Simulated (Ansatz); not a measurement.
Pb (hcp, Mg type)

```
Pb
1.0
    3.48574     0.00000     0.00000
   -1.74287     3.01874     0.00000
    0.00000     0.00000     5.75641
Pb
2
Direct
  0.33333   0.66667   0.25000
  0.66667   0.33333   0.75000
```

The volume is varied about the relaxed value V₀ at fixed cell shape. Symmetry pins the atoms to their sites.

Method: r2SCAN+rVV10 (plane waves to 500 eV, PAW, scalar-relativistic; Ansatz, an electronic-structure program). k mesh 15×15×8 (Γ-centred), Fermi-Dirac smearing 0.05 eV. E stands for the smeared free energy. Stress and pressure are positive under compression. Pb was relaxed with its symmetry unable to fall. Spin-orbit coupling is left out, though Pb is heavy. This is one of several known forms of Pb; the measured ambient cells at hand have space group No. 225. The zero of ΔE is the relaxed starting cell.

Estimate the ΔE (meV/atom) and P (GPa) for V/V₀ = 0.900, 0.920, 1.020, 1.060, 1.080.


```csv
V/V₀,ΔE (meV/atom),P (GPa)
0.900,56,6.5
0.920,34,4.9
1.020,2,-0.9
1.060,15,-2.5
1.080,25,-3.1
```

(Under strain, the slope of the energy per volume gives the stress and its curvature an elastic modulus.)
